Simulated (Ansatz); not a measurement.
Starting cell, AlCo (CsCl type):

```
AlCo
1.0
    2.85208     0.00000     0.00000
    0.00000     2.85208     0.00000
    0.00000     0.00000     2.85208
Al Co
1 1
Cartesian
  0.00000   0.00000   0.00000
  1.42604   1.42604   1.42604
```

Two-dimensional scan of atom 2 (Co, nearest neighbour Al at 2.470 Å; its periodic images, 2.9 Å or more away, move with it): u runs along (1.000, 0.000, 0.000), v along (0.000, 0.000, 1.000) (Cartesian). Cell and other atoms are fixed.

These are PBE (plane waves to 420 eV, PAW, scalar-relativistic; Ansatz, a program for electronic structure) values and carry that method's errors. k mesh 13×13×13 (Γ-centred), Fermi-Dirac smearing 0.05 eV. E stands for the smeared free energy. Points where atoms come too close for the PAW data are left out (x in tables, blank in figures). With partly filled bands, energies and forces of such displacements shift with the k mesh and the smearing. AlCo is run without spin polarisation. AlCo was relaxed with its symmetry unable to fall. The last digit holds for this mesh only.

Changes of ΔE (eV/cell) from the point u = 0.000 Å, v = 0.000 Å when one coordinate moves alone (two changes are said to add if the coupling is within 5 % of the smaller one, nearly so within 20 %):

```json
[
 {"point": "u = 0.000 Å, v = -0.820 Å", "change": "2.2345"},
 {"point": "u = 0.000 Å, v = -0.547 Å", "change": "1.0618"},
 {"point": "u = 0.000 Å, v = -0.273 Å", "change": "0.2701"},
 {"point": "u = -0.820 Å, v = 0.000 Å", "change": "2.2345"},
 {"point": "u = -0.547 Å, v = 0.000 Å", "change": "1.0618"},
 {"point": "u = -0.273 Å, v = 0.000 Å", "change": "0.2701"},
 {"point": "u = 0.273 Å, v = 0.000 Å", "change": "0.2701"},
 {"point": "u = 0.547 Å, v = 0.000 Å", "change": "1.0618"},
 {"point": "u = 0.820 Å, v = 0.000 Å", "change": "2.2345"},
 {"point": "u = 0.000 Å, v = 0.273 Å", "change": "0.2701"},
 {"point": "u = 0.000 Å, v = 0.547 Å", "change": "1.0618"},
 {"point": "u = 0.000 Å, v = 0.820 Å", "change": "2.2345"}
]
```

### Question
What is the change at u = -0.273 Å, v = -0.820 Å, where both move, and how far is it from the sum?

### Answer
The sum of the single changes is 0.2701 + (2.2345) = 2.5046; the calculation gives 3.0130, so the coupling contributes 0.5084 (over 20 % of the smaller single change, not additive).

### Question
What is the change at u = -0.273 Å, v = -0.273 Å, where both move, and how far is it from the sum?

### Answer
The sum of the single changes is 0.2701 + (0.2701) = 0.5402; the calculation gives 0.6031, so the coupling contributes 0.0629 (over 20 % of the smaller single change, not additive).

(For displaced atoms, the force is minus the slope of the energy, and its curvature is a force constant, which sets phonon frequencies.)
